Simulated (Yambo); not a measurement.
Yambo run on Ta2O5 (space group P2/m, No. 10). The wavefunctions are LDA (pw.x of Quantum ESPRESSO, ONCV potentials, without SOC) ones on a 4×4×2 mesh (28 occupied bands); a = 3.8414 Å, b = 3.8627 Å, c = 6.7776 Å, α = γ = 90.00°, β = 105.57°.

Yambo input:

```
gw0
dyson
el_el_corr
HF_and_locXC
ppa
em1d
EXXRLvcs= 84 Ry
VXCRLvcs= 336 Ry
Chimod= "HARTREE"
% BndsRnXp
 3 | 189 |
%
NGsBlkXp= 8 Ry
% LongDrXp
 1.0 | 1.0 | 1.0 |
%
PPAPntXp= 27.2114 eV
% GbndRnge
 1 | 189 |
%
GTermKind= "BG"
DysSolver= "n"
ExtendOut
% QPkrange
 1 | 1 | 28 | 29 |
 2 | 2 | 29 | 29 |
 18 | 18 | 28 | 28 |
%
```

k points by index: 1 = Γ, 2 = (0, 0, -0.5), 18 = (-0.5, -0.5, -0.5).

Table of the .qp output:

```
#    K-point    Band    Eo [eV]    E [eV]    E-Eo [eV]    Vxc [eV]    Vnlxc [eV]    Sc|Eo [eV]    Sc|E [eV]    dSc/dw|Eo [eV]    Re(Z)    Im(Z)
#
    1    28    -0.632485    -0.961811    -0.329326    -19.48222    -24.11899    4.211637    4.307449    -7.913340    0.774704    -0.001524
    1    29    2.171291    3.496164    1.324873    -15.32122    -9.583763    -4.141643    -4.412579    -5.564337    0.830229    -0.001009
    2    29    2.130570    3.449355    1.318785    -15.26149    -9.545533    -4.128255    -4.397176    -5.548449    0.830631    -0.001004
    18    28    0.000000    -0.302726    -0.302726    -20.10927    -25.01217    4.511776    4.600180    -7.943188    0.774047    -0.001340
```
(The two width columns are left out.) Convergence of these settings isn't established.

Geometry of the Materials Project entry, not relaxed at this level.

The structure is a Materials Project entry; no match was found in the copy of COD used, and its stability was not checked.
